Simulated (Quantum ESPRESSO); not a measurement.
# Computed records: GaSi$_{3}$O$_{7}$F (made-up cell)

Computed with Quantum ESPRESSO 7.5. Calculation on a made-up crystal cell, not a measurement, run twice, once with a planted mistake found by running each candidate: periodic Kohn-Sham density functional theory in plane waves with PseudoDojo standard norm-conserving scalar-relativistic pseudopotentials, each functional with its own files (v0.5 for PBE, v0.4.1 for LDA and PBEsol), no spin polarisation, no spin-orbit coupling, atoms not relaxed, stress positive in tension, energies less a fixed whole-eV offset for each atom's element; levels are Kohn-Sham levels at fractions of this cell's reciprocal vectors, counted from the reference band (half the neutral cell's valence electrons, rounded up) at Gamma; error bars cover cutoff and k-mesh only, not smearing or the files; each bar is the largest change over components, and at least 0.002 eV, 0.002 eV per angstrom or 0.02 GPa; a charged cell sits in a uniform background, with energy and stress on this program's zero of potential; no dispersion term; energies are for the whole cell, and the offsets were chosen from early runs and are not element reference energies; a distance is the largest change of any value in units of its error bar (the energy's for the smearing term), a scale change is of lengths, and a coarse mesh keeps the half-step shift.

GaSi$_{3}$O$_{7}$F (made-up cell)

Intended structure:
```xyz
12
Lattice="4.2441 0.0242 -0.0132 0.0242 4.2425 0.0082 -0.0168 0.0104 5.5682" Properties=species:S:1:pos:R:3 GaSi3O7F
Ga    -0.1608     0.0325     0.0664
Si     1.9732     2.0589     1.4317
Si    -0.0806     0.1378     2.7496
Si     2.0008     2.0585     4.2394
O      1.3743     1.3078    -0.0487
O      2.9252     2.9596    -0.1296
O      3.3017     0.7443     1.4306
O      0.7507     3.3797     1.3132
O      1.3025     1.2840     2.7916
O      2.9611     2.9686     2.7986
F      3.4350     0.7904     4.1413
O      0.8303     3.3919     4.1223
```

| Item | Value |
| --- | --- |
| lattice type | rutile, doubled along c |
| intended functional | pbe |
| intended cutoff | 1143 eV |
| intended fermi dirac smearing | 0.025 eV |
| intended scf tolerance | 1e-07 eV |
| intended electrons removed | 0 |
| healthy free energy less offsets | 11.475 eV |
| healthy scf iterations | 12 |
| healthy smearing term minus ts | 0 eV |
| healthy pressure | 16.84 GPa |
| healthy stress xx | -18.23 GPa |
| healthy stress yy | -9.72 GPa |
| healthy stress zz | -22.56 GPa |
| healthy stress yz | 4 GPa |
| healthy stress xz | 2.77 GPa |
| healthy stress xy | 2.77 GPa |
| healthy reference band | 37 |
| faulty free energy less offsets | 12.082 eV |
| faulty scf iterations | 11 |
| faulty smearing term minus ts | 0 eV |
| faulty pressure | 31.03 GPa |
| faulty stress xx | -31.24 GPa |
| faulty stress yy | -22.21 GPa |
| faulty stress zz | -39.64 GPa |
| faulty stress yz | 4.79 GPa |
| faulty stress xz | 2.52 GPa |
| faulty stress xy | 2.85 GPa |
| faulty reference band | 37 |
| candidate k points along each vector | 2 |
| candidate cutoff | 651 eV |
| candidate smearing | 0.44 eV |
| candidate functional | pbesol |
| candidate scf tolerance | 0.07 eV |
| candidate electrons removed | -1 |
| candidate scale change | -1.38 percent |
| candidate first exchanged site | 10 |
| candidate second exchanged site | 11 |
| intended k mesh | 5 x 5 x 4, shifted by half a step |
| structure shown | as intended, without the mistake |
| fault kind | cell scaled |
| other mistakes compared | 7 |
| distance from healthy | 491.9 error bars |
| distance from nearest other mistake | 397.9 error bars |
| healthy error bar energy | 0.003133 eV |
| healthy error bar stress | 0.03473 GPa |
| healthy error bar force | 0.002139 eV/Å |
| healthy error bar next band up | 0.002 eV |

Atoms:
```tsv
atoms element	atom site	atom energy offset (eV)
Ga	1	-2080
Si	2	-115
Si	3	-115
Si	4	-115
O	5	-452
O	6	-452
O	7	-452
O	8	-452
O	9	-452
O	10	-452
F	11	-677
O	12	-452
```

Healthy forces:
```tsv
site	x (eV/Å)	y (eV/Å)	z (eV/Å)
1	3.845	-3.184	-1.355
2	2.18	4.066	-1.567
3	3.047	-7.083	-1.091
4	-0.039	7.513	-1.837
5	-1.307	-1.658	1.642
6	-2.22	-3.534	0.697
7	-2.467	4.36	3.265
8	2.61	-1.723	4.261
9	-1.456	-1.078	0.821
10	-1.154	-1.622	-0.16
11	-2.402	3.097	-3.027
12	-0.636	0.848	-1.651
```

Healthy levels:
```tsv
level k point	next band up (eV)
Gamma	2.989
(1/2,1/2,1/2)	5.585
(0.15,0,0)	3.371
(0,0.15,0)	3.384
(0,0,0.15)	3.29
```

Faulty forces:
```tsv
site	x (eV/Å)	y (eV/Å)	z (eV/Å)
1	4.203	-3.104	-1.672
2	2.472	4.337	-1.738
3	3.31	-7.504	-1.023
4	0.218	7.762	-2.296
5	-1.674	-2.113	1.919
6	-2.304	-3.744	0.859
7	-2.987	4.913	3.471
8	2.949	-2.002	4.683
9	-1.667	-1.321	0.971
10	-1.107	-1.628	-0.142
11	-2.781	3.532	-3.257
12	-0.633	0.872	-1.773
```

Faulty levels:
```tsv
level k point	next band up (eV)
Gamma	3.576
(1/2,1/2,1/2)	6.062
(0.15,0,0)	3.934
(0,0.15,0)	3.95
(0,0,0.15)	3.867
```

Candidate mistake: coarse kmesh, low cutoff, wide smearing, wrong functional, loose scf, wrong charge, cell scaled, atoms exchanged
